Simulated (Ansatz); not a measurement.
Property card for FeCo

FeCo:
```
FeCo
1.0
    2.84500     0.00000     0.00000
    0.00000     2.84500     0.00000
    0.00000     0.00000     2.84500
Fe Co
1 1
Cartesian
  0.00000   0.00000   0.00000
  1.42250   1.42250   1.42250
```
The run is spin-polarised; directions of the spins, atom by atom: ↑ ↑.

Space group Pm-3m (No. 221), CsCl type; conventional cell a = 2.845 Å, b = 2.845 Å, c = 2.845 Å, α = 90.00°, β = 90.00°, γ = 90.00°.

Method: DFT-PBE in the program Ansatz with PAW potentials. Structure relaxed to zero pressure with the same functional. Other levels are named where they apply.

**Cell and energy**

| Quantity | Result |
|---|---|
| Volume per atom | 11.51 Å³ |
| Density | 8.28 g/cm³ |
| Formation energy from the elements (no fitted shifts) | -0.066 eV/atom |

**Electronic structure**

| Quantity | Value |
|---|---|
| Electronic character | metallic (no gap) |
| Density of states at the Fermi level | 0.69 states/eV per atom (mean over ±0.08 eV) |

**Magnetism**

| Quantity | Value |
|---|---|
| Magnetic order | ferromagnetic |
| Net moment | 2.27 μB per atom |

**Mechanics**

| Quantity | Result |
|---|---|
| Bulk modulus (Birch–Murnaghan fit) | 193 GPa |
| Pressure derivative B′ | 4.5 |

The cell was relaxed with PBE under the symmetry of its start. Magnetic state: ferromagnetic, chosen from 4 collinear starts compared on coarse meshes (ties went to the first, and starts can fall back to one state), not a proven ground state. Textbook magnetic order: ferromagnetic. The references are the lowest solids computed at this level, not always the standard phases.

Potentials: the earlier of the program's two PAW sets.
